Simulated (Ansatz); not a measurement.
Mg2C in the antifluorite structure, relaxed with r2SCAN: 6 runs in Ansatz, each a construction of maximally localised Wannier functions. It is cubic, Fm-3m (No. 225); a = 5.422 Å in the conventional setting, 13.28 Å³ an atom. C is surrounded by 8 Mg at 2.35 Å; Mg is surrounded by 4 C at 2.35 Å. All values are calculated for a non-magnetic cell, which may be hypothetical.

```
CELL_PARAMETERS angstrom
0.00000 2.71094 2.71094
2.71094 0.00000 2.71094
2.71094 2.71094 0.00000
ATOMIC_POSITIONS crystal
C 0.00000 0.00000 0.00000
Mg 0.25000 0.25000 0.25000
Mg 0.75000 0.75000 0.75000
```

Windows count from the top of the filled bands; a dash means that no such window was set (without an outer window there is no disentanglement).

| functional | SCF mesh | trial orbitals | functions | mesh | window (eV) | frozen (eV) | Ω total (Å²) | Ω invariant (Å²) | largest spread (Å²) | least projectability | interpolation miss of the model's filled bands (eV, to the nearest computed level) |
| --- | --- | --- | --- | --- | --- | --- | --- | --- | --- | --- | --- |
| PBE | 6×6×6 | C s, C p | 4 | 6×6×6 | – | – | 7.14 | 5.88 | 1.78 | 0.77 | 0.110 |
| PBE | 6×6×6 | C s, C p | 4 | 4×4×4 | – | – | 6.35 | 5.15 | 1.59 | 0.76 | 0.275 |
| PBE | 6×6×6 | C p | 3 | 6×6×6 | – | – | 7.25 | 7.13 | 2.42 | 0.70 | 0.107 |
| r2SCAN | 6×6×6 | C s, C p | 4 | 6×6×6 | – | – | 6.85 | 5.63 | 1.71 | 0.79 | 0.089 |
| HSE06 | 6×6×6 | C s, C p | 4 | 6×6×6 | – | – | 6.83 | 5.61 | 1.71 | 0.79 | – |

Q: Estimate from these rows what the further settings give.
```tsv
functional	SCF mesh	trial orbitals	functions	mesh	window (eV)	frozen (eV)
PBE	6×6×6	C s, C p	4	8×8×8	–	–
```

A:
```tsv
functional	SCF mesh	trial orbitals	functions	mesh	window (eV)	frozen (eV)	Ω total (Å²)	Ω invariant (Å²)	largest spread (Å²)	least projectability	interpolation miss of the model's filled bands (eV, to the nearest computed level)
PBE	6×6×6	C s, C p	4	8×8×8	–	–	7.47	6.21	1.87	0.76	0.049
```

For C s, C p with PBE the spread goes 6.35 Å² (4×4×4), 7.14 Å² (6×6×6), 7.47 Å² (8×8×8): finite differences on a coarse mesh understate it.
